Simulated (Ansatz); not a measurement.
Rocksalt alloy of PbS and PbSe (4 of 32 S sites exchanged), 64 atoms

Ansatz, PAW, plane waves. PBEsol relaxation of volume and atoms (shape held) at the single k point (¼, ¼, ¼) without its symmetry partners; single points on the relaxed atoms at the single k point (¼, ¼, ¼) without its symmetry partners, onto which points of the small cell's zone fold. Arrangement: random. No spin–orbit coupling unless named.

Relaxed structure:

```yaml
crystal:
  lattice:
    - [11.84728, 0.00000, 0.00000]
    - [0.00000, 11.84728, 0.00000]
    - [0.00000, 0.00000, 11.84728]
  atoms:
    - { symbol: S, position: [0.24966, 0.99917, 0.99942] }
    - { symbol: S, position: [0.25004, 0.99948, 0.50011] }
    - { symbol: S, position: [0.24948, 0.50047, 0.99978] }
    - { symbol: S, position: [0.24977, 0.50016, 0.49986] }
    - { symbol: S, position: [0.75045, 0.99980, 0.99952] }
    - { symbol: S, position: [0.75022, 0.00003, 0.50018] }
    - { symbol: S, position: [0.75086, 0.49990, 0.99986] }
    - { symbol: S, position: [0.75053, 0.49951, 0.49989] }
    - { symbol: S, position: [0.99967, 0.24987, 0.99941] }
    - { symbol: S, position: [0.99989, 0.24979, 0.50009] }
    - { symbol: S, position: [0.00035, 0.74995, 0.99952] }
    - { symbol: S, position: [0.00037, 0.74990, 0.50018] }
    - { symbol: S, position: [0.50046, 0.24945, 0.49995] }
    - { symbol: S, position: [0.49974, 0.75029, 0.99975] }
    - { symbol: S, position: [0.49978, 0.75014, 0.49989] }
    - { symbol: S, position: [0.00012, 0.99981, 0.24985] }
    - { symbol: S, position: [0.00009, 0.99983, 0.74976] }
    - { symbol: S, position: [0.00017, 0.49990, 0.24995] }
    - { symbol: S, position: [0.00013, 0.49991, 0.74984] }
    - { symbol: S, position: [0.50016, 0.99950, 0.25022] }
    - { symbol: S, position: [0.50009, 0.99940, 0.74953] }
    - { symbol: S, position: [0.50019, 0.50019, 0.25040] }
    - { symbol: S, position: [0.24936, 0.24945, 0.74941] }
    - { symbol: S, position: [0.24999, 0.74996, 0.24982] }
    - { symbol: S, position: [0.24966, 0.75018, 0.74978] }
    - { symbol: S, position: [0.75062, 0.24983, 0.25014] }
    - { symbol: S, position: [0.75076, 0.24952, 0.74948] }
    - { symbol: S, position: [0.75044, 0.75021, 0.74986] }
    - { symbol: Se, position: [0.50008, 0.24980, 0.99992] }
    - { symbol: Se, position: [0.50013, 0.49987, 0.74992] }
    - { symbol: Se, position: [0.25005, 0.24988, 0.24989] }
    - { symbol: Se, position: [0.75010, 0.74986, 0.24990] }
    - { symbol: Pb, position: [0.00010, 0.99939, 0.00055] }
    - { symbol: Pb, position: [0.00015, 0.99967, 0.49957] }
    - { symbol: Pb, position: [0.00020, 0.50054, 0.00099] }
    - { symbol: Pb, position: [0.00020, 0.50008, 0.49937] }
    - { symbol: Pb, position: [0.50016, 0.99604, 0.00104] }
    - { symbol: Pb, position: [0.50016, 0.99925, 0.49930] }
    - { symbol: Pb, position: [0.50010, 0.50422, 0.00482] }
    - { symbol: Pb, position: [0.50030, 0.50037, 0.49606] }
    - { symbol: Pb, position: [0.24587, 0.25014, 0.99541] }
    - { symbol: Pb, position: [0.24984, 0.25000, 0.50414] }
    - { symbol: Pb, position: [0.24971, 0.74979, 0.99891] }
    - { symbol: Pb, position: [0.25014, 0.74973, 0.50131] }
    - { symbol: Pb, position: [0.75384, 0.24999, 0.99885] }
    - { symbol: Pb, position: [0.75072, 0.25005, 0.50136] }
    - { symbol: Pb, position: [0.75048, 0.74979, 0.99574] }
    - { symbol: Pb, position: [0.75022, 0.74965, 0.50449] }
    - { symbol: Pb, position: [0.25020, 0.99641, 0.24997] }
    - { symbol: Pb, position: [0.24974, 0.99967, 0.75015] }
    - { symbol: Pb, position: [0.24972, 0.50336, 0.24996] }
    - { symbol: Pb, position: [0.24616, 0.50008, 0.75039] }
    - { symbol: Pb, position: [0.75022, 0.00358, 0.24994] }
    - { symbol: Pb, position: [0.75055, 0.00029, 0.75031] }
    - { symbol: Pb, position: [0.75063, 0.49609, 0.25016] }
    - { symbol: Pb, position: [0.75409, 0.49935, 0.75043] }
    - { symbol: Pb, position: [0.99669, 0.24970, 0.25056] }
    - { symbol: Pb, position: [0.99975, 0.24926, 0.74946] }
    - { symbol: Pb, position: [0.00373, 0.74999, 0.25033] }
    - { symbol: Pb, position: [0.00046, 0.75040, 0.74999] }
    - { symbol: Pb, position: [0.50402, 0.24928, 0.25429] }
    - { symbol: Pb, position: [0.50042, 0.24542, 0.74596] }
    - { symbol: Pb, position: [0.49649, 0.75048, 0.25093] }
    - { symbol: Pb, position: [0.49974, 0.75374, 0.74973] }
```

**Question.** What are the mean bond lengths by pair (pairs within 1.2 times the sum of covalent radii, less contacts 15 % beyond the pair's median; cation–cation pairs of compounds aside; long ionic contacts are cut short by that bound)?

**Answer.** Pb–S 2.955 ± 0.018 Å (standard deviation, 168 bonds); Pb–Se 3.009 ± 0.005 Å (standard deviation, 24 bonds).

**Question.** What gap lies between the top filled and the lowest empty level in the single points?

**Answer.** r²SCAN 1.76 eV (11 s on NVIDIA H100). Away from Γ this isn't the crystal's band gap.
